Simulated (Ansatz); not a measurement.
**MgTePb$_{2}$O$_{6}$: computed property card**

MgTePb$_{2}$O$_{6}$:
```yaml
crystal:
  lattice:
    - [0.00000, 3.98653, 3.98653]
    - [3.98653, 0.00000, 3.98653]
    - [3.98653, 3.98653, 0.00000]
  atoms:
    - { symbol: Mg, position: [0.00000, 0.00000, 0.00000] }
    - { symbol: Te, position: [0.50000, 0.50000, 0.50000] }
    - { symbol: Pb, position: [0.75000, 0.75000, 0.75000] }
    - { symbol: Pb, position: [0.25000, 0.25000, 0.25000] }
    - { symbol: O, position: [0.25833, 0.74167, 0.25833] }
    - { symbol: O, position: [0.74167, 0.25833, 0.74167] }
    - { symbol: O, position: [0.25833, 0.74167, 0.74167] }
    - { symbol: O, position: [0.74167, 0.25833, 0.25833] }
    - { symbol: O, position: [0.25833, 0.25833, 0.74167] }
    - { symbol: O, position: [0.74167, 0.74167, 0.25833] }
```

Space group Fm-3m (No. 225); conventional cell a = b = c = 7.973 Å, α = β = γ = 90.00°.

Method: the program Ansatz at the PBEsol level (PAW). Geometry: relaxed at this level of theory. Other levels are named where they apply.

**Cell and energy**

- Volume per atom: 12.67 Å³
- Density: 8.68 g/cm³
- Formation energy from the elements (no fitted shifts): -1.46 eV/atom

**Electronic structure**

Band gap: 2.55 eV (indirect)
Valence-band maximum: at X
Conduction-band minimum: at Γ
Smallest direct gap on the standard path: 2.59 eV
Electron effective mass: 0.47 mₑ (isotropic)
Electron effective mass with spin–orbit coupling: 0.47 mₑ (isotropic)
Hole effective mass with spin–orbit coupling: 0.28, 1.6, 1.6 mₑ (principal values)
HSE06 gap on the PBEsol cell: 4.02 eV
Gap with spin–orbit coupling: 2.53 eV

**Mechanics**

* **Bulk modulus (Birch–Murnaghan fit)**: 1340 kbar
* **Pressure derivative B′**: 4.8
* **Elastic constants (relaxed ions, GPa)**: C11 = 222, C12 = 89.9, C44 = 68.6
* **Mechanical stability**: stable (all eigenvalues of C positive)
* **Hill bulk and shear moduli**: 134 and 67.5 GPa
* **Young's modulus**: 173 GPa
* **Poisson's ratio**: 0.28
* **Debye temperature from the elastic constants**: 397 K

**Dielectric response**

- Electronic dielectric constant ε∞ (DFPT): 5.71
- Born charges (a third of the trace): Mg +2.56, Te +4.59, Pb +3.92, O -2.50 e

**Charges**

Bader charges: Mg +1.75, Te +3.26, Pb +1.36, O -1.29 e

The workflow started from a Materials Project entry (that database holds measured and hypothetical structures alike); the Crystallography Open Database files this formula in space group No. 225, but the cells were not matched. Whether it is the stable phase at ambient conditions was not checked. The cell was relaxed with PBEsol under the symmetry of its start; its stability against distortions is not shown here. The references are the lowest solids computed at this level, not always the standard phases (solids in place of the gases). Scalar-relativistic: spin–orbit coupling is off unless named, which matters more the heavier the elements.

Potentials: the later of the program's two PAW sets.
